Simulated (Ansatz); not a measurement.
ZrPbO$_{3}$: a fit and a missing row

ZrPbO$_{3}$, Pm-3m, a = 4.160 Å. The structure is a Materials Project entry; whether it is the stable form wasn't checked. Ansatz: r2SCAN, PAW, 500 eV, Γ-centred 6×6×6 mesh on 5 atoms, Gaussian smearing 0.02 eV; no spin polarisation. Symmetry fixes shape and atoms, so the cell is only scaled; pressure is positive in compression.

```
V (Å³/atom) P (GPa)
     13.530    12.06
     13.962     5.55
     14.394     0.00
     14.825    -4.73
     15.257        ?
```

Question: Take V0 = 14.394 Å³/atom, fit the third-order Birch–Murnaghan form to the other rows, and predict the missing pressure.

Answer: With the Eulerian strain f = ½[(V0/V)^(2/3) − 1] and y = P/[3f(1 + 2f)^(5/2)], the form is the line y = B0 + 1.5 B0 (B0′ − 4) f. Rows (f, y): 0.02107, 172.1; 0.01026, 171.4; -0.00974, 170.0. Means f = 0.007197, y = 171.17; Σ(Δf)² = 0.0004887, ΣΔfΔy = 0.03342; the slope is their ratio. y = 170.7 + 68.39 f GPa, so B0 = 170.7 GPa and B0′ = 4 + 2 × (68.39)/(3 × 170.7) = 4.27. At V = 15.257, f = -0.01904, y = 169.40 and P = -8.78 GPa. The run gave -8.75 GPa, so the fit is 0.03 GPa too low, a small miss on the scale of the series. The form still works here, 33 % of the fitted range beyond its end.

Spin–orbit coupling is left out, which can shift energies with elements as heavy as these.

Symmetry holds off the tilts and polar distortions that many cubic perovskites undergo.